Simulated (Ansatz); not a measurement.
# CoSi₂: pressure against volume

CoSi₂, Fm-3m, a = 5.315 Å. Ansatz: r2SCAN, PAW, 500 eV, Γ-centred 14×14×14 mesh on 3 atoms, Gaussian smearing 0.10 eV; no spin polarisation. Symmetry fixes shape and atoms, so the cell is only scaled; pressure is positive in compression.

```tsv
V (Å³/atom)	P (GPa)
11.762	13.97
12.137	?
12.513	0.00
12.888	-5.44
13.263	-10.05
```

Problem. Take V0 = 12.513 Å³/atom, fit the third-order Birch–Murnaghan form to the other rows, and predict the missing pressure.

Solution. With the Eulerian strain f = ½[(V0/V)^(2/3) − 1] and y = P/[3f(1 + 2f)^(5/2)], the form is the line y = B0 + 1.5 B0 (B0′ − 4) f. Rows (f, y): 0.02106, 199.4; -0.00975, 195.4; -0.01903, 194.0. Means f = -0.002573, y = 196.27; Σ(Δf)² = 0.0008809, ΣΔfΔy = 0.1176; the slope is their ratio. y = 196.6 + 133.5 f GPa, so B0 = 196.6 GPa and B0′ = 4 + 2 × (133.5)/(3 × 196.6) = 4.45. At V = 12.137, f = 0.01027, y = 197.97 and P = 6.42 GPa. The run gave 6.41 GPa, so the fit is 0.01 GPa too high, a small miss on the scale of the series.

Cost: 5 runs of about 1.2 core-minutes in all, on Arm Neoverse V2 (shared hosts).